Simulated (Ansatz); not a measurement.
# Na16HF16: course of a relaxation

Level of theory: DFT PBE, scalar-relativistic, plane waves, PAW (Ansatz). Run with 420 eV cutoff, 2×2×2 k-mesh, shifted by half a step, Gaussian smearing of 0.01 eV, no spin polarisation.

What was changed: H interstitial, charge -1, atoms relaxed at the host's cell.

In a supercell of 33 atoms the defect feels its periodic images.

Spin polarisation was left out.

Command:

```bash
ansatz run input.yaml --threads 4 --pin off --max-ram 6144MiB --backend cpu --events-out ev --progress --plain --runs-dir out
```

Input:

```yaml
crystal:
  lattice:
    - [-4.6999823628, 4.6999823628, 4.6999823628]
    - [4.6999823628, -4.6999823628, 4.6999823628]
    - [4.6999823628, 4.6999823628, -4.6999823628]
  atoms:
    - { symbol: Na, position: [-0.0013800929, 0.25, 0.7491087798] }
    - { symbol: Na, position: [0.0004888727, 0.5013800929, 0.5013800929] }
    - { symbol: Na, position: [-0.0013800929, 0.7491087798, 0.25] }
    - { symbol: Na, position: [0.25, -0.0013800929, 0.7491087798] }
    - { symbol: Na, position: [-0.0110780624, -0.0110780624, -0.0110780624] }
    - { symbol: Na, position: [0.25, 0.25, 0.5110780624] }
    - { symbol: Na, position: [0.25, 0.5110780624, 0.25] }
    - { symbol: Na, position: [0.4995111273, 0.7508912202, 0.7508912202] }
    - { symbol: Na, position: [0.25, 0.7491087798, -0.0013800929] }
    - { symbol: Na, position: [0.5013800929, 0.0004888727, 0.5013800929] }
    - { symbol: Na, position: [0.5110780624, 0.25, 0.25] }
    - { symbol: Na, position: [0.7508912202, 0.4995111273, 0.7508912202] }
    - { symbol: Na, position: [0.5013800929, 0.5013800929, 0.0004888727] }
    - { symbol: Na, position: [0.7508912202, 0.7508912202, 0.4995111273] }
    - { symbol: Na, position: [0.7491087798, -0.0013800929, 0.25] }
    - { symbol: Na, position: [0.7491087798, 0.25, -0.0013800929] }
    - { symbol: F, position: [0.5011115361, 0.7503092811, 0.25] }
    - { symbol: F, position: [0.499197745, -0.0011115361, -0.0011115361] }
    - { symbol: F, position: [0.5011115361, 0.25, 0.7503092811] }
    - { symbol: F, position: [0.7503092811, 0.5011115361, 0.25] }
    - { symbol: F, position: [0.5133263463, 0.5133263463, 0.5133263463] }
    - { symbol: F, position: [0.7496907189, 0.7496907189, 0.000802255] }
    - { symbol: F, position: [0.7496907189, 0.000802255, 0.7496907189] }
    - { symbol: F, position: [-0.0133263463, 0.25, 0.25] }
    - { symbol: F, position: [0.7503092811, 0.25, 0.5011115361] }
    - { symbol: F, position: [-0.0011115361, 0.499197745, -0.0011115361] }
    - { symbol: F, position: [0.000802255, 0.7496907189, 0.7496907189] }
    - { symbol: F, position: [0.25, -0.0133263463, 0.25] }
    - { symbol: F, position: [-0.0011115361, -0.0011115361, 0.499197745] }
    - { symbol: F, position: [0.25, 0.25, -0.0133263463] }
    - { symbol: F, position: [0.25, 0.5011115361, 0.7503092811] }
    - { symbol: F, position: [0.25, 0.7503092811, 0.5011115361] }
    - { symbol: H, position: [0.25, 0.25, 0.25] }
  host:
    lattice:
      - [0.0, 2.3499911814, 2.3499911814]
      - [2.3499911814, 0.0, 2.3499911814]
      - [2.3499911814, 2.3499911814, 0.0]
    atoms:
      - { symbol: Na, position: [0.0, 0.0, 0.0] }
      - { symbol: F, position: [0.5, 0.5, 0.5] }
total_charge: -1
basis:
  ecutwfc: 420
  xc_grid: 2
kpoints:
  mp_grid: { grid: [2, 2, 2], shift: [0.5, 0.5, 0.5] }
hamiltonian:
  xc: pbe
scf:
  occupations: { method: gaussian, width: 0.01 }
output:
  forces: true
  stress: false
  eigenvalues: true
  charged_corrections:
    defect_position: [0.25, 0.25, 0.25]
    epsilon: [[5.6239, 0.0, 0.0], [0.0, 5.6239, 0.0], [0.0, 0.0, 5.6239]]
  write_density: true
  write_potential: true
  elf: true
  volumetric_format: npy
relax:
  adjacent_minimum: "off"
  f_tol: 0.025
  max_steps: 45
```

F is the free energy.

Steps:

```tsv
step	F − F(1) (eV)	largest force component (eV/Å)
1	0.0000	0.899
2	-0.9831	0.374
3	-1.1813	0.098
4	-1.1918	0.016
5	-1.1918	0.016
```

Relaxed structure:

```yaml
crystal:
  lattice:
    - [-4.69998, 4.69998, 4.69998]
    - [4.69998, -4.69998, 4.69998]
    - [4.69998, 4.69998, -4.69998]
  atoms:
    - { symbol: Na, position: [0.99767, 0.25000, 0.74147] }
    - { symbol: Na, position: [0.99381, 0.50233, 0.50233] }
    - { symbol: Na, position: [0.99767, 0.74147, 0.25000] }
    - { symbol: Na, position: [0.25000, 0.99767, 0.74147] }
    - { symbol: Na, position: [0.00422, 0.00422, 0.00422] }
    - { symbol: Na, position: [0.25000, 0.25000, 0.49578] }
    - { symbol: Na, position: [0.25000, 0.49578, 0.25000] }
    - { symbol: Na, position: [0.50619, 0.75853, 0.75853] }
    - { symbol: Na, position: [0.25000, 0.74147, 0.99767] }
    - { symbol: Na, position: [0.50233, 0.99381, 0.50233] }
    - { symbol: Na, position: [0.49578, 0.25000, 0.25000] }
    - { symbol: Na, position: [0.75853, 0.50619, 0.75853] }
    - { symbol: Na, position: [0.50233, 0.50233, 0.99381] }
    - { symbol: Na, position: [0.75853, 0.75853, 0.50619] }
    - { symbol: Na, position: [0.74147, 0.99767, 0.25000] }
    - { symbol: Na, position: [0.74147, 0.25000, 0.99767] }
    - { symbol: F, position: [0.50509, 0.74650, 0.25000] }
    - { symbol: F, position: [0.49141, 0.99491, 0.99491] }
    - { symbol: F, position: [0.50509, 0.25000, 0.74650] }
    - { symbol: F, position: [0.74650, 0.50509, 0.25000] }
    - { symbol: F, position: [0.55245, 0.55245, 0.55245] }
    - { symbol: F, position: [0.75350, 0.75350, 0.00859] }
    - { symbol: F, position: [0.75350, 0.00859, 0.75350] }
    - { symbol: F, position: [0.94755, 0.25000, 0.25000] }
    - { symbol: F, position: [0.74650, 0.25000, 0.50509] }
    - { symbol: F, position: [0.99491, 0.49141, 0.99491] }
    - { symbol: F, position: [0.00859, 0.75350, 0.75350] }
    - { symbol: F, position: [0.25000, 0.94755, 0.25000] }
    - { symbol: F, position: [0.99491, 0.99491, 0.49141] }
    - { symbol: F, position: [0.25000, 0.25000, 0.94755] }
    - { symbol: F, position: [0.25000, 0.50509, 0.74650] }
    - { symbol: F, position: [0.25000, 0.74650, 0.50509] }
    - { symbol: H, position: [0.25000, 0.25000, 0.25000] }
```

The run converged. Time: 30 s on 4 threads of Arm Neoverse V1 (shared host), peak memory 0.93 GiB.